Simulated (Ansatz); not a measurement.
Input:

BaMg2FeH8:
```yaml
crystal:
  lattice:
    - [4.53296, 0.00000, 0.00000]
    - [-2.26648, 3.92566, 0.00000]
    - [0.00000, 0.00000, 6.91063]
  atoms:
    - { symbol: Ba, position: [0.00000, 0.00000, 0.50000] }
    - { symbol: Mg, position: [0.66667, 0.33333, 0.88895] }
    - { symbol: Mg, position: [0.33333, 0.66667, 0.11105] }
    - { symbol: Fe, position: [0.00000, 0.00000, 0.00000] }
    - { symbol: H, position: [0.31948, 0.15974, 0.13533] }
    - { symbol: H, position: [0.68052, 0.84026, 0.86467] }
    - { symbol: H, position: [0.84026, 0.15974, 0.13533] }
    - { symbol: H, position: [0.15974, 0.84026, 0.86467] }
    - { symbol: H, position: [0.84026, 0.68052, 0.13533] }
    - { symbol: H, position: [0.15974, 0.31948, 0.86467] }
    - { symbol: H, position: [0.66667, 0.33333, 0.61239] }
    - { symbol: H, position: [0.33333, 0.66667, 0.38761] }
```

This is the r²SCAN-relaxed structure.

All from plane-wave PAW r²SCAN (Ansatz code), unless another level is named. Estimate the formation energy from the elements (no fitted shifts).

-0.44 eV/atom.

What about the hole effective mass?

2.3, 5.7, 14 mₑ (principal values).

Predict the HSE06 gap on the r²SCAN cell.

3.52 eV.

Space group P-3m1. The first step of the workflow began from a Materials Project structure, measured or hypothetical; the Crystallography Open Database copy checked does not list it. Whether it is the stable phase at ambient conditions was not checked. Symmetry was held in the r²SCAN relaxation; whether a distortion lowers the energy is not shown. The run is not spin-polarised. The references are the lowest solids computed at this level, not always the standard phases (solids in place of the gases). Spin–orbit coupling is left out wherever it is not named.

Potentials: the later of the program's two PAW sets.
